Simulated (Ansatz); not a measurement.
In the program Ansatz at the PBEsol level (PAW), TaW in the orthorhombic phase (Cmcm; Ta on 4c, W on 4c) relaxes to a = 2.623 Å, b = 10.968 Å, c = 4.719 Å. Against the elements it lies at 0.34 eV/atom, with no fitted shifts.

Electronic character: metallic (no gap).

The bulk modulus is 243 GPa.

The start of the workflow was typed in or built on a structure type; neither database checked (COD, Materials Project) lists it. Whether it is the stable phase at ambient conditions was not checked. The cell was relaxed with PBEsol under the symmetry of its start; whether a distortion lowers the energy is not shown. No spin polarisation was allowed. Its formation energy is positive at this level, so the cell may be metastable or incomplete. Axis ratios of metals converge slowly with the k-mesh, so a and c are less sure than the volume. The references are the lowest solids computed at this level, not always the standard phases. Scalar-relativistic: spin–orbit coupling is off unless named, which matters more the heavier the elements.

Potentials: the earlier of the program's two PAW sets. The files were generated under PBE; for other functionals the program regenerates the frozen cores, and for LDA and PBEsol the local potential too.
